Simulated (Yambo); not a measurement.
A G0W0@LDA run in Yambo for NaRhS₂O₈ (space group C2/m, No. 12) (2×2×2 Γ-centred k mesh, bands 6 to 233 and a 7 Ry block in the screening, 233 bands in G with the Bruneval-Gonze terminator, plasmon pole fitted at 27.2 eV) gives these matrix elements, in eV, at the band edges ((0, -0.5, -0.5) → (0, -0.5, 0)):

| state | E0 | <Vxc> | <Σx> | <Σc(E0)> | Z |
|---|---|---|---|---|---|
| valence edge | 0.000 | -22.085 | -27.818 | 4.797 | 0.791 |
| conduction edge | 1.085 | -22.042 | -16.564 | -3.568 | 0.798 |

Solve the linearised quasiparticle equation for both states, give the gap, and say how exchange and correlation each act on it.

E = E0 + Z(Σx + Σc − Vxc). Valence: 0.000 + 0.791 × (-27.818 + (4.797) − (-22.085)) = -0.74 eV. Conduction: 1.085 + 0.798 × (-16.564 + (-3.568) − (-22.042)) = 2.61 eV. The gap is 3.35 eV, against 1.08 eV in LDA. Replacing Vxc by bare exchange alone would open it by 11.21 eV; correlation takes back 8.36 eV of that, and Z scales what is left. Nearest settings tried, and what they do to the gap: 185 bands in W, 185 bands in G: -1 meV; 6 Ry block (269 vectors against 315): +9 meV; 4×4×2 mesh: -158 meV. So the settings aren't converged at that level. The k mesh is coarse. Spin-orbit splittings are left out.

Geometry of the Materials Project entry, not relaxed at this level; primitive cell a = 4.7686 Å, b = 4.7686 Å, c = 7.2179 Å, α = 92.37°, β = 92.37°, γ = 66.57°.

The structure is a Materials Project entry; no match was found in the copy of COD used, and its stability was not checked.
